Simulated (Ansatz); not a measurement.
Relaxed Sc₂Si₂O₇ (space group C2/m):

```xyz
11
Lattice="3.2090 -4.1974 0.0000 3.2090 4.1974 0.0000 -1.0102 0.0000 4.5473" Properties=species:S:1:pos:R:3 pbc="T T T"
Sc     3.2090     1.6034     0.0000
Sc     3.2090    -1.6034     0.0000
Si     1.0453     0.0000     1.8564
Si     4.3625     0.0000     2.6909
O      4.0993    -1.3385     3.5806
O      1.3085     1.3385     0.9667
O      1.3085    -1.3385     0.9667
O      4.0993     1.3385     3.5806
O     -0.5051     0.0000     2.2736
O      3.5846     0.0000     1.2635
O      1.8233     0.0000     3.2838
```

The atoms are displaced by Q × the pattern below (from a DFPT mode at Γ, largest move 1; Q in Å), at fixed cell.

```tsv
atom	x	y	z
Sc1	0.000	0.010	0.000
Sc2	0.000	-0.010	0.000
Si3	0.174	0.000	-0.625
Si4	-0.174	0.000	0.625
O5	0.131	0.802	-0.583
O6	-0.131	-0.802	0.583
O7	-0.131	0.802	0.583
O8	0.131	-0.802	-0.583
O10	-0.162	0.000	-0.204
O11	0.162	0.000	0.204
```

Atoms not listed stay in place.

Level of theory: LDA (plane waves to 420 eV, PAW, scalar-relativistic; Ansatz, a quantum-chemistry and plane-wave program). k mesh 6×6×6 (Γ-centred), Fermi-Dirac smearing 0.05 eV. Energies are smeared free energies. Sc2Si2O7 is run without spin polarisation. Sc2Si2O7 was relaxed with its symmetry unable to fall. The zero of ΔE is the undisplaced structure.

```tsv
Q (Å)	ΔE (meV/cell)
-0.180	3654
-0.120	1729
-0.060	467
0.000	0
0.060	570
0.120	2566
0.180	6573
```

Task: Which DFPT wavenumber at Γ belongs to this mode?
(A) 928 cm⁻¹
(B) 142 cm⁻¹
(C) 1154 cm⁻¹
(D) 476 cm⁻¹

Result: A, 928 cm⁻¹. The curvature of the scan gives 928 cm⁻¹

(A displaced cell: forces are minus the slopes of the energy, force constants its curvatures, and phonons follow from these.)
